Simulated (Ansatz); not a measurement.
BP:
```
CELL_PARAMETERS angstrom
      5.55135     0.00000     0.00000
      0.00000     5.55135     0.00000
      0.00000     0.00000     3.19658
ATOMIC_POSITIONS crystal
  B  0.17836 0.17836 0.00000
  B  0.82164 0.82164 0.00000
  P  0.81926 0.18074 0.00000
  P  0.18074 0.81926 0.00000
  P  0.68074 0.68074 0.50000
  P  0.31926 0.31926 0.50000
  B  0.32164 0.67836 0.50000
  B  0.67836 0.32164 0.50000
```

Relaxed with r²SCAN.

Task: Map the valence electron density (e/Å³), cut off at 0.7 on the plane through (0.178, 0.178, 0.000) spanned by u = [0, 0, 1] and v = [1, 1, 0] in lattice vectors, from plane-wave PAW r²SCAN (Ansatz code).

Result: x is the fraction of u, y of v (the angle between them is 90°; rows are the nearest grid lines); atoms in the plane: B at (0.00, 0.00), B at (0.00, 0.64), P at (0.50, 0.50), P at (0.50, 0.14).
```
y \ x   0.000  0.0625  0.188  0.250  0.375  0.438  0.562  0.625  0.750  0.812  0.938   1.00
------  -----  ------  -----  -----  -----  -----  -----  -----  -----  -----  -----  -----
1.00    0.309   0.482  0.700  0.589  0.398  0.349  0.349  0.398  0.589  0.700  0.482  0.309
0.923   0.677   0.629  0.370  0.250  0.112  0.084  0.084  0.112  0.250  0.370  0.629  0.677
0.846   0.342   0.319  0.191  0.128  0.053  0.038  0.038  0.053  0.128  0.191  0.319  0.342
0.769   0.430   0.399  0.234  0.156  0.064  0.046  0.046  0.064  0.156  0.234  0.399  0.430
0.692   0.684   0.670  0.470  0.338  0.173  0.137  0.137  0.173  0.338  0.470  0.670  0.684
0.615   0.501   0.642  0.700  0.700  0.616  0.559  0.559  0.616  0.700  0.700  0.642  0.501
0.538   0.477   0.510  0.700  0.700  0.700  0.380  0.380  0.700  0.700  0.700  0.510  0.477
0.462   0.147   0.167  0.339  0.481  0.490  0.353  0.353  0.490  0.481  0.339  0.167  0.147
0.385   0.047   0.054  0.126  0.201  0.426  0.526  0.526  0.426  0.201  0.126  0.054  0.047
0.308   0.032   0.037  0.080  0.125  0.252  0.307  0.307  0.252  0.125  0.080  0.037  0.032
0.231   0.068   0.079  0.180  0.285  0.565  0.666  0.666  0.565  0.285  0.180  0.079  0.068
0.154   0.231   0.257  0.473  0.627  0.408  0.148  0.148  0.408  0.627  0.473  0.257  0.231
0.0769  0.643   0.683  0.700  0.700  0.700  0.665  0.665  0.700  0.700  0.700  0.683  0.643
0.000   0.309   0.482  0.700  0.589  0.398  0.349  0.349  0.398  0.589  0.700  0.482  0.309
```

The density is the valence pseudo-density with augmentation charge, so density and ELF within about 1 Å of a nucleus are not all-electron values.

Space group P4_2/mnm. The start of the workflow was typed in or built on a structure type; neither database checked (COD, Materials Project) lists it. It is not the phase usual at ambient conditions (space group No. 216). The r²SCAN relaxation kept the symmetry of its start; whether a distortion lowers the energy is not shown.

Potentials: the earlier of the program's two PAW sets.
